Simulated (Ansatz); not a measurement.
Input:

GaSb:
```
GaSb
1.0
   11.29287     0.00000     0.00000
    0.00000     3.87100     0.00000
    0.00000     0.00000     4.11735
Ga Sb
4 4
Direct
  0.12503   0.25000   0.24985
  0.37497   0.75000   0.74985
  0.87497   0.75000   0.75015
  0.62503   0.25000   0.25015
  0.87502   0.25000   0.25014
  0.62498   0.75000   0.75014
  0.12498   0.75000   0.74986
  0.37502   0.25000   0.24986
```

This is the LDA-relaxed structure.

Question: All from LDA in the plane-wave PAW code Ansatz, unless another level is named. Give the electronic character.

Answer: metallic (no gap).

Question: Give the density of states at the Fermi level.

Answer: 0.50 states/eV per atom (mean over ±0.08 eV).

Question: And the formation energy from the elements (no fitted shifts)?

Answer: 0.029 eV/atom.

Space group Immm. The start of the workflow was typed in or built on a structure type; the Crystallography Open Database copy checked does not list it. It is not the phase usual at ambient conditions (space group No. 216). The LDA relaxation kept the symmetry of its start; whether a distortion lowers the energy is not shown. The references are the lowest solids computed at this level, not always the standard phases. Scalar-relativistic: spin–orbit coupling is off unless named, which matters more the heavier the elements.

Potentials: the earlier of the program's two PAW sets. The files were generated under PBE; for other functionals the program regenerates the frozen cores, and for LDA and PBEsol the local potential too.
